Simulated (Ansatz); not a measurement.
# V3Si2Mo3, first-principles data

V3Si2Mo3:
Space group R32, hexagonal axes (No. 155); a = b = 6.754 Å, c = 8.269 Å, α = β = 90.00°, γ = 120.00°

```json
[
 {"atom": "V", "site": "9d", "symmetry": ".2", "x": "0.0000", "y": "0.2511", "z": "0.0000"},
 {"atom": "Si", "site": "6c", "symmetry": "3.", "x": "0.0000", "y": "0.0000", "z": "0.2433"},
 {"atom": "Mo", "site": "9e", "symmetry": ".2", "x": "0.2495", "y": "0.2495", "z": "0.5000"}
]
```
(The calculation used a cell of 8 atoms; values per cell refer to that cell.)

Space group R32 (No. 155); conventional cell a = 6.7540 Å, b = 6.7540 Å, c = 8.2686 Å, α = 90.00°, β = 90.00°, γ = 120.00°.

Method: r²SCAN (plane waves, PAW; program Ansatz). Structure relaxed to zero pressure with the same functional. Other levels are named where they apply.

### Cell and energy

```
Quantity                                                       Value
-----------------------------------------------------  -------------
Volume per atom                                             13.61 Å³
Density                                                   7.58 g/cm³
Formation energy from the elements (no fitted shifts)  -516 meV/atom
```

### Electronic structure

```
Quantity                                                                     Value
------------------------------------  --------------------------------------------
Electronic character                                             metallic (no gap)
Density of states at the Fermi level  0.38 states/eV per atom (mean over ±0.08 eV)
```

The workflow started from a Materials Project entry (that database holds measured and hypothetical structures alike); the Crystallography Open Database copy checked does not list it. With V and Mo taken as one species the cell has the higher symmetry Pm-3n, so it may be an ordered model of a mixed-site phase. Whether it is the stable phase at ambient conditions was not checked. The cell was relaxed with r²SCAN under the symmetry of its start; whether a distortion lowers the energy is not shown. No spin polarisation was allowed. The references are the lowest solids computed at this level, not always the standard phases. Spin–orbit coupling is left out wherever it is not named.

Potentials: the later of the program's two PAW sets.
